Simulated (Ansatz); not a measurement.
NaI:
```yaml
crystal:
  lattice:
    - [0.00000, 3.26400, 3.26400]
    - [3.26400, 0.00000, 3.26400]
    - [3.26400, 3.26400, 0.00000]
  atoms:
    - { symbol: Na, position: [0.00000, 0.00000, 0.00000] }
    - { symbol: I, position: [0.50000, 0.50000, 0.50000] }
```

Cartesian axes are those of the cell as given.

Give the high-frequency dielectric tensor and the Born effective charge tensors of the independent atoms from DFPT, DFT-PBE in the program Ansatz with PAW potentials.


ε∞:
```
3.33  0.00  0.00
0.00  3.33  0.00
0.00  0.00  3.33
```
Z* of atom 1 (Na), rows: field, columns: displacement, in e:
```
1.21  0.00  0.00
0.00  1.21  0.00
0.00  0.00  1.21
```
Z* of atom 2 (I), rows: field, columns: displacement, in e:
```
-1.21   0.00   0.00
 0.00  -1.21   0.00
 0.00   0.00  -1.21
```

Static charges for comparison (Bader): Na1 +0.86, I2 -0.86 e. Born charges measure polarisation by displacement and can exceed these by far.

Space group Fm-3m (rock salt). The cell was relaxed with PBE under the symmetry of its start; phonons on a q-mesh show no instability. Scalar-relativistic: spin–orbit coupling is off unless named, which matters more the heavier the elements.

Potentials: the later of the program's two PAW sets.
